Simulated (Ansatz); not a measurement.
SrTiO₃:
```cif
data_O3SrTi
_chemical_formula_sum 'Sr1 Ti1 O3'
_space_group_name_H-M_alt 'Pm-3m'
_space_group_IT_number 221
_space_group_name_Hall '-P 4 2 3'
_cell_length_a 3.90683
_cell_length_b 3.90683
_cell_length_c 3.90683
_cell_angle_alpha 90.000
_cell_angle_beta 90.000
_cell_angle_gamma 90.000
loop_
_atom_site_label
_atom_site_type_symbol
_atom_site_symmetry_multiplicity
_atom_site_Wyckoff_symbol
_atom_site_fract_x
_atom_site_fract_y
_atom_site_fract_z
_atom_site_occupancy
Sr1 Sr 1 a 0.00000 0.00000 0.00000 1
Ti1 Ti 1 b 0.50000 0.50000 0.50000 1
O1 O 3 c 0.00000 0.50000 0.50000 1
```

Relaxed with r²SCAN. Independent-particle spectrum: no excitons, no local fields, no scissors shift; 0.1 eV broadening; ε₁ of the summed bands alone.

Problem. Tabulate the dielectric function from r²SCAN in the plane-wave PAW code Ansatz.

Solution. 

| E (eV) | ε₁ xx | ε₂ xx |
|---|---|---|
| 0.0 | 5.42 | 0.00 |
| 0.3 | 5.43 | 0.00 |
| 0.6 | 5.48 | 0.00 |
| 0.9 | 5.55 | 0.00 |
| 1.2 | 5.65 | 0.00 |
| 1.5 | 5.81 | 0.00 |
| 1.8 | 6.02 | 0.00 |
| 2.1 | 6.33 | 0.00 |
| 2.4 | 6.83 | 0.00 |
| 2.7 | 7.86 | 0.42 |
| 3.0 | 8.48 | 1.58 |
| 3.3 | 7.86 | 2.88 |
| 3.6 | 8.06 | 3.63 |
| 3.9 | 7.57 | 4.53 |
| 4.2 | 7.11 | 5.29 |
| 4.5 | 6.92 | 6.65 |
| 4.8 | 3.27 | 8.89 |
| 5.1 | 1.48 | 5.57 |
| 5.4 | 2.08 | 5.54 |
| 5.7 | 0.97 | 4.56 |
| 6.0 | 1.08 | 3.32 |
| 6.3 | 1.69 | 2.71 |
| 6.6 | 2.18 | 2.57 |
| 6.9 | 2.54 | 2.55 |
| 7.2 | 2.98 | 2.54 |
| 7.5 | 3.85 | 3.12 |
| 7.8 | 3.10 | 4.39 |
| 8.1 | 2.15 | 4.56 |
| 8.4 | 1.74 | 4.11 |
| 8.7 | 1.81 | 3.97 |
| 9.0 | 1.35 | 4.46 |
| 9.3 | 0.71 | 3.86 |
| 9.6 | 0.44 | 3.61 |
| 9.9 | 0.64 | 3.11 |
| 10.2 | 0.83 | 3.73 |
| 10.5 | -0.29 | 3.76 |
| 10.8 | -0.33 | 2.65 |
| 11.1 | 0.03 | 2.04 |
| 11.4 | 0.61 | 2.04 |
| 11.7 | 0.88 | 2.61 |
| 12.0 | -0.02 | 3.37 |

Problem. From ε at 3.6 eV (xx: 8.06 + 3.63i), find n, k, the normal reflectivity and the absorption coefficient.

Solution. n = 2.91, k = 0.624, R = 26 %, α = 2kE/ħc = 230000 cm⁻¹.

With all bands, ε∞ without local fields is 5.61. DFPT, with local fields, gives 5.64.

The r²SCAN relaxation kept the symmetry of its start. At this level the phase is dynamically unstable (imaginary phonons). The run is not spin-polarised. Scalar-relativistic: spin–orbit coupling is off unless named, which matters more the heavier the elements.

Potentials: the later of the program's two PAW sets.
